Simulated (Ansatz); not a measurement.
GaAs:
```cif
data_As4Ga4
_chemical_formula_sum 'As4 Ga4'
_space_group_name_H-M_alt 'F-43m'
_space_group_IT_number 216
_space_group_name_Hall 'F -4 2 3'
_cell_length_a 5.74449
_cell_length_b 5.74449
_cell_length_c 5.74449
_cell_angle_alpha 90.000
_cell_angle_beta 90.000
_cell_angle_gamma 90.000
loop_
_atom_site_label
_atom_site_type_symbol
_atom_site_symmetry_multiplicity
_atom_site_Wyckoff_symbol
_atom_site_fract_x
_atom_site_fract_y
_atom_site_fract_z
_atom_site_occupancy
As1 As 4 c 0.25000 0.25000 0.25000 1
Ga1 Ga 4 a 0.00000 0.00000 0.00000 1
```
(The calculation used a cell of 2 atoms; values per cell refer to that cell.)

Relaxed with PBE.

Question: Which orbitals make up the states near the band edges in the program Ansatz at the PBE level (PAW)?

Answer: Top 1 eV of the valence band: As 4p 76 %, Ga 4p 22 %. Bottom 1 eV of the conduction band: Ga 4s 36 %, As 4s 22 %, Ga 4p 20 %, As 4p 19 %. Projections are on Löwdin-orthogonalised atomic valence shells; empty p or d shells of many metals are not among them.

Question: Tabulate the density of states.

Answer: States/eV per cell of 2 atoms, in 0.25 eV bins, energy from the valence-band maximum.

```
E (eV)  total  As 4p  Ga 4p  Ga 4s
------  -----  -----  -----  -----
-7.85    0.00   0.00   0.00   0.00
-7.60    0.00   0.00   0.00   0.00
-7.35    0.00   0.00   0.00   0.00
-7.10    0.00   0.00   0.00   0.00
-6.85    0.00   0.00   0.00   0.00
-6.60    0.15   0.07   0.00   0.08
-6.35    2.11   0.89   0.11   1.05
-6.10    1.63   0.68   0.13   0.71
-5.85    0.87   0.36   0.07   0.36
-5.60    0.62   0.26   0.05   0.24
-5.35    0.47   0.20   0.04   0.17
-5.10    0.38   0.16   0.03   0.13
-4.85    0.32   0.13   0.03   0.11
-4.60    0.25   0.11   0.02   0.08
-4.35    0.22   0.09   0.02   0.07
-4.10    0.19   0.08   0.01   0.06
-3.85    0.15   0.07   0.01   0.05
-3.60    0.69   0.38   0.23   0.05
-3.35    1.42   0.82   0.50   0.06
-3.10    1.17   0.67   0.39   0.06
-2.85    1.18   0.69   0.39   0.06
-2.60    1.49   0.90   0.49   0.06
-2.35    1.71   1.06   0.56   0.05
-2.10    1.61   1.03   0.51   0.04
-1.85    1.53   1.00   0.46   0.04
-1.60    1.49   1.00   0.43   0.03
-1.35    1.44   1.00   0.39   0.02
-1.10    1.25   0.90   0.32   0.01
-0.85    0.76   0.56   0.18   0.01
-0.60    0.50   0.38   0.10   0.01
-0.35    0.30   0.24   0.05   0.00
-0.10    0.09   0.08   0.01   0.00
0.15     0.00   0.00   0.00   0.00
0.40     0.00   0.00   0.00   0.00
0.65     0.00   0.00   0.00   0.00
0.90     0.01   0.00   0.00   0.00
1.15     0.09   0.02   0.02   0.03
1.40     0.23   0.05   0.05   0.08
1.65     0.56   0.13   0.16   0.15
1.90     0.95   0.24   0.29   0.23
2.15     1.42   0.40   0.43   0.33
2.40     2.10   0.64   0.60   0.49
2.65     1.39   0.43   0.40   0.31
2.90     0.92   0.30   0.25   0.19
3.15     0.96   0.27   0.32   0.16
3.40     0.90   0.24   0.35   0.13
3.65     0.77   0.17   0.37   0.08
3.90     0.81   0.18   0.43   0.07
4.15     1.12   0.25   0.62   0.08
4.40     2.26   0.51   1.23   0.09
4.65     1.42   0.34   0.76   0.07
4.90     1.13   0.28   0.62   0.05
```

Symmetry was held in the PBE relaxation; phonons on a q-mesh show no instability. Spin–orbit coupling is left out wherever it is not named.

Potentials: the later of the program's two PAW sets.
